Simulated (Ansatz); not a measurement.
HgI$_{2}$ (fluorite, Fm-3m) under volume change, plane-wave PAW PBE (Ansatz code), scaled uniformly.

```
V (Å³/atom)  E − E(relaxed) (meV/atom)  P (GPa)
-----------  -------------------------  -------
35.151                             ___      ___
36.309                            11.7     1.73
37.468                             2.7     0.78
38.627                             0.0     0.00
39.786                             2.4    -0.64
40.945                             ___      ___
42.103                            19.0    -1.59
```

**Question.** Fill in the missing entries.

**Answer.** 
- 40.945, E − E(relaxed) (meV/atom): 9.0
- 40.945, P (GPa): -1.16
- 35.151, E − E(relaxed) (meV/atom): 28.3
- 35.151, P (GPa): 2.88

**Question.** What does a third-order Birch–Murnaghan fit give for V₀, B₀ and B′?

**Answer.** V₀ = 38.63 Å³/atom, B₀ = 23.5 GPa, B′ = 5.6.

A made-up cell: these elements were put on the sites of a structure type; neither database checked (COD, Materials Project) lists it. COD files the formula under space group No. 36, 137, 141, 142, so this cell is another polymorph or a model. Its standing as an ambient phase is unchecked. The cell was relaxed with PBE under the symmetry of its start; its stability against distortions is not shown here. Scalar-relativistic: spin–orbit coupling is off unless named, which matters more the heavier the elements.

Potentials: the later of the program's two PAW sets.
